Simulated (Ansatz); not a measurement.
The relaxed structure here is a generated cell of MgB2: the first start was made by placing the elements on the sites of a structure type, and the end was not matched to a known phase here, so it may be hypothetical. Known forms of MgB2 include space group No. 191.

A relaxed structure of MgB$_{2}$. Space group P-1 (No. 2). The numbers are results of PBEsol (plane waves to 420 eV, PAW, scalar-relativistic; Ansatz, a program for electronic structure), not measurements.

```xyz
6
Lattice="3.1015 0.0000 0.0000 1.5072 2.7125 0.0000 0.2720 1.1085 7.4547" Properties=species:S:1:pos:R:3 pbc="T T T"
B      3.3111     1.4419     0.7738
B      1.7353     0.5138     0.7722
B      1.5696     2.3792     6.6809
B      3.1454     3.3072     6.6824
Mg     1.6944     2.3814     2.4443
Mg     3.1863     1.4396     5.0104
```

```yaml
volume_per_atom: 10.45 Å³
band_gap: no gap (metallic)
shortest_distances: B–B 1.78 Å; B–Mg 2.42 Å; Mg–Mg 3.10 Å
k-mesh: 14×14×5
```

Band energies at high-symmetry points (eV from the Fermi level; labels of this space group; no spin-orbit coupling), from −5 eV up to 5.0 eV:

```
point                                          energies
-----  ------------------------------------------------
Γ                -3.24 -2.35 -1.59 -1.34 0.22 1.03 3.51
X                -4.78 -2.35 -1.60 -1.39 1.01 2.70 3.51
Y      -4.34 -3.17 -2.83 -1.32 1.11 1.62 3.71 3.92 4.26
Z           -4.34 -3.08 -2.69 -1.11 0.69 0.94 3.59 4.38
R2               -4.44 -3.81 -3.51 -0.52 0.20 0.71 4.27
T2          -4.45 -3.81 -3.74 -1.12 0.81 1.87 3.82 4.80
U2          -4.32 -2.85 -2.64 -1.00 0.32 0.49 3.61 4.78
V2             -4.32 -2.65 -2.61 -0.52 -0.19 -0.17 3.62
```

No spin polarisation in the result.

The run could not lose the symmetry of its start, so the end can be a saddle point.

It was reached from a disturbed copy of a C2/m (No. 12) cell, against which it lies -0.01 eV/atom.
